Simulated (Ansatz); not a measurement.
Cu$_{3}$Sn:
```
CELL_PARAMETERS angstrom
      4.28080     0.00000     0.00000
      0.00000     5.48219     0.00000
      0.00000     0.00000     4.78600
ATOMIC_POSITIONS crystal
  Cu 0.50000 0.00000 0.29855
  Cu 0.00000 0.50000 0.70145
  Cu 0.00000 0.75327 0.15513
  Cu 0.00000 0.24673 0.15513
  Cu 0.50000 0.74673 0.84487
  Cu 0.50000 0.25327 0.84487
  Sn 0.50000 0.50000 0.34269
  Sn 0.00000 0.00000 0.65731
```

This is the r²SCAN-relaxed structure.

Problem. All from plane-wave PAW r²SCAN (Ansatz code), unless another level is named. Estimate the density of states at the Fermi level.

Solution. 0.25 states/eV per atom (mean over ±0.08 eV).

Problem. Predict the formation energy from the elements (no fitted shifts).

Solution. 33 meV/atom.

Space group Pmmn. The first step of the workflow began from a Materials Project structure, measured or hypothetical; the Crystallography Open Database files this formula in space group No. 59, but the cells were not matched. Its standing as an ambient phase is unchecked. Symmetry was held in the r²SCAN relaxation; its stability against distortions is not shown here. No spin polarisation was allowed. The references are the lowest solids computed at this level, not always the standard phases. Scalar-relativistic: spin–orbit coupling is off unless named, which matters more the heavier the elements.

Potentials: the earlier of the program's two PAW sets.
